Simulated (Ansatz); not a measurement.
Ansatz input

```yaml
crystal:
  lattice:
    - [0.0, 2.9635839151, 2.9635839151]
    - [2.9635839151, 0.0, 2.9635839151]
    - [2.9635839151, 2.9635839151, 0.0]
  atoms:
    - { symbol: Ga, position: [0.125, 0.125, 0.125] }
    - { symbol: Ga, position: [0.875, 0.875, 0.875] }
hamiltonian:
  xc: r2scan
  pseudopotentials:
    kind: paw
    azcp:
      Ga: "pseudopotentials/Ga.paw.azcp"
basis:
  ecutwfc: 500
  fft_grid_basis: typed
kpoints:
  mp_grid: { grid: [11, 11, 11], shift: [0, 0, 0] }
magnetization:
  spin_polarized: false
scf:
  occupations: { method: fermi_dirac, width: 0.1 }
  lower_state_search: "off"
output:
  stress: true
```

Terminal output

```
Engine: ansatz 0.2.0, x86_64-unknown-linux-gnu
Pseudopotentials: kind: paw
Pseudopotential: Ga, paw, valence charge 13, recommended cutoff 500 eV (meta_gga) 
Functional definition: r2SCAN
  parameter k0 = 0.174
  parameter k1 = 0.065
  parameter a1 = 4.9479
  exchange = r2scan_x(k0 = k0, k1 = k1, a1 = a1)
  correlation = r2scan_c
Crystal: 2 atoms, lattice volume = 52.057 Å³
Basis set: ecut = 500 eV, 1363 PW (Γ), exchange–correlation on 128×128×128 points (64 copies of the dense FFT grid, shifted against one another)
Bands: 17, of which v1, the nominal top of the filled ones, is band 13 counted from 1 (12 counted from 0)
Symmetry: 48 space group operations
Space group: Fd-3m (ITA 227), of the structure as read, at distance tolerance 3.7e-5 Å
k-points: 56 of 1331
Non-local potential: Ga, projectors of the file, l = 0: 2, l = 1: 2, l = 2: 3, l = 3: 1
PAW form: soft (Blöchl's): semilocal exchange-correlation on the pseudo side does not see the compensation charge
PAW frozen core: Ga, regenerated for the run's functional (the file was generated under x = pbe(κ = 0.804, μ = 0.2195149727645171), c = pbe(β = 0.06672455060314922))
PAW one-centre angular grid: Ga, 590 points (default); XC on 160 Gauss nodes
Initial density: superposition of atomic densities (neutral atoms: chi_scale 0, normalization atom), corrected by the library's trained network
Initial wavefunctions: pseudopotential atomic-orbital guess
Functional: x = r2scan, c = r2scan; τ floored in thin density (d = 2e-4 eV/Å³)
SCF iter   1: F=-7579.863910 eV  HF=-7579.894533 eV  |F-HF|=3.06e-2  |Δ(HF+E_count)|=         —  Δρ=1.00e-2  dr2=2.35e-2  dr2_τ=1.40e-3  ethr=1.77e-3  ⟨swp⟩=5.3  Hψ=4755  notcnv=0
SCF iter   2: F=-7579.834324 eV  HF=-7579.922717 eV  |F-HF|=8.84e-2  |Δ(HF+E_count)|=   2.82e-2  Δρ=1.02e-2  dr2=2.93e-2  dr2_τ=2.30e-4  ethr=9.05e-5  ⟨swp⟩=2.0  Hψ=2588  notcnv=0
SCF iter   3: F=-7579.888262 eV  HF=-7579.888388 eV  |F-HF|=1.26e-4  |Δ(HF+E_count)|=   3.43e-2  Δρ=4.37e-4  dr2=5.83e-5  dr2_τ=5.63e-7  ethr=9.05e-5  ⟨swp⟩=2.0  Hψ=2168  notcnv=0
SCF iter   4: F=-7579.888359 eV  HF=-7579.888357 eV  |F-HF|=2.14e-6  |Δ(HF+E_count)|=   3.09e-5  Δρ=7.68e-5  dr2=3.65e-6  dr2_τ=3.07e-8  ethr=2.24e-7  ⟨swp⟩=2.0  Hψ=1675  notcnv=0
iter 5 did not close the SCF: its close was put off for the readings that it lacked (scf_convergence_deferred on its scf_iter line)
SCF iter   5: F=-7579.888360 eV  HF=-7579.888359 eV  |F-HF|=7.85e-8  |Δ(HF+E_count)|=   2.79e-6  Δρ=1.17e-5  dr2=9.25e-8  dr2_τ=1.99e-9  ethr=1.40e-8  ⟨swp⟩=2.7  Hψ=1565  notcnv=0
SCF iter   6: F=-7579.888360 eV  HF=-7579.888360 eV  |F-HF|=2.32e-9  |Δ(HF+E_count)|=   1.05e-7  Δρ=2.13e-6  dr2=1.70e-9  dr2_τ=2.48e-11  ethr=3.56e-10  ⟨swp⟩=2.2  Hψ=3596  notcnv=0
SCF 1 converged in 6 iterations: F = -7579.888360 eV  dr2 = 1.70e-9
SCF converged after 6 iterations
Free energy (F): -7579.888360 eV
Harris-Foulkes:  -7579.888360 eV  (|F-HF|=2.32e-9)
Internal energy: -7579.845513 eV  (E = F + TS)
E sigma→0 (E₀):  -7579.866937 eV
Entropy (-TS):   -0.042846 eV (-21.423 meV/atom)
Fermi energy:    5.260082 eV
--- Per-component energies (eV) ---
  E_band       = -186.968578
  E_kinetic    = 226.956227
  E_local      = -4321.473873  (includes V_loc(G=0)·N_el)
  E_nonlocal   = 847.331882
  E_hartree    = 2003.790241
  E_xc         = -123.608447
  E_vxc        = -117.855500  (∫ρ·V_xc dr)
  E_paw        = -3999.856951  (= ΣΔE_a)
  E_vpaw       = -836.201467  (= ΣTr[D̂ρ^β])
  E_aug_tail   = -0.000069  (compensation charges beyond the density's cutoff)
  E_vtau       = 6.694185  (kinetic-family band-sum trace: ∫τ·v_τ [+ j·A + Jᵃ·Aᵃ] dr)
  E_ewald      = -2211.678385
  E_core_change = -1.306140  (= ΣΔE_core)
  E_smearing   = -0.042846  (= −TS)
  E_closure    = -0.000000  (closes the sum)
  Σ components = -7579.888360   (vs F -7579.888360, Δ=0.00e0)
--- Stress (GPa, compression-positive) ---
       -2.879000       0.000000      -0.000000
        0.000000      -2.879000       0.000000
       -0.000000       0.000000      -2.879000
  P = ⅓ Tr σ = -2.8790 GPa (-28.790 kbar)
```

Command:

```sh
ansatz run input.yaml --threads 1 --pin off --max-ram 3584MiB --backend cpu --events-out ev --progress --plain --runs-dir out
```

On 1 thread of Intel(R) Xeon(R) Platinum 8259CL CPU @ 2.50GHz (Skylake/Cascade Lake) (shared host) this took about 12 s of wall time and 12 s of CPU time.
